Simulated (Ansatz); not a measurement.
Fcc Ca (111), 5 layers, DFT, PBEsol, PAW with Ansatz's default frozen-core files, scalar-relativistic (Ansatz 0.2.0), on 2 threads of Arm Neoverse V1 (shared host).

Command: `ansatz run input.yaml --threads 2 --pin off --max-ram 5120MiB --backend cpu --events-out ev --progress --plain --runs-dir out`

```yaml
crystal:
  lattice:
    - [3.85795988, 0.0, 0.0]
    - [-1.92897994, 3.3410912629, 0.0]
    - [0.0, 0.0, 32.6]
  atoms:
    - { symbol: Ca, position: [0.8333333333, 0.1666666667, 0.3092479501] }
    - { symbol: Ca, position: [0.1666666667, 0.8333333333, 0.4034120216] }
    - { symbol: Ca, position: [0.5, 0.5, 0.499999938] }
    - { symbol: Ca, position: [0.8333333333, 0.1666666667, 0.5965879476] }
    - { symbol: Ca, position: [0.1666666667, 0.8333333333, 0.6907521427] }
kpoints:
  mp_grid: { grid: [11, 11, 1] }
scf:
  occupations: { method: fermi_dirac, width: 0.1 }
hamiltonian:
  xc: pbesol
  pseudopotentials: { kind: paw }
output:
  forces: true
  stress: true
  eigenvalues: true
efield:
  axis: 3
  amplitude: 0.1
  dipole_correction: true
```

(1) How large is the problem that the program sets up?

(2) About how long does it take, and how much memory?

Answers

(1) 16 irreducible k-points, 8269 plane waves at Γ, 30 bands.

(2) 18 s of wall time for 9 SCF iterations, with a peak of 0.61 GiB. Times on shared machines scatter by tens of per cent.
